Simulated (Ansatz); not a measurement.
**Contact densities of Fe against volume**

```
CELL_PARAMETERS angstrom
2.43416 0.00000 0.00000
-1.21708 2.10804 0.00000
0.00000 0.00000 3.84193
ATOMIC_POSITIONS crystal
Fe 0.33333 0.66667 0.25000
Fe 0.66667 0.33333 0.75000
```

Atom numbers follow the list: Fe1, Fe2.

Structure from Materials Project entry mp-136 (possibly hypothetical), not relaxed further.

Spin polarisation is left out, and whether a magnetic state lies lower isn't shown here.

The calculation used Ansatz 0.2.0, DFT, PBEsol, all-electron PAW with datasets made for the crystal, scalar-relativistic.

Sampling and basis: a Γ-centred 17×17×10 k mesh, Fermi–Dirac smearing of 0.08 eV, cutoff 360 eV (chosen by the program for this cell), no spin polarisation.

The contact density is the mean electron density over the nuclear volume; its changes set Mössbauer isomer shifts. Changes below are taken from the unscaled cell, where it is 100421 e/Å³ at Fe1.

Volumes at which the program chose other datasets or cutoffs are left out.

The datasets are made afresh for each cell, so very small changes are uncertain.

(1) Does compression raise or lower the contact density at Fe1?

(2) Tabulate the changes with volume.

Results:

(1) It raises it, by 1.43 e/Å³ over the whole range.

(2) 
```csv
V/V(cell),P (GPa),Δρ(0) Fe1 (e/Å³)
0.9800,5.4,0.72
0.9900,2.0,0.35
1.0000,-1.3,0.00
1.0100,-4.3,-0.35
1.0200,-7.3,-0.71
```
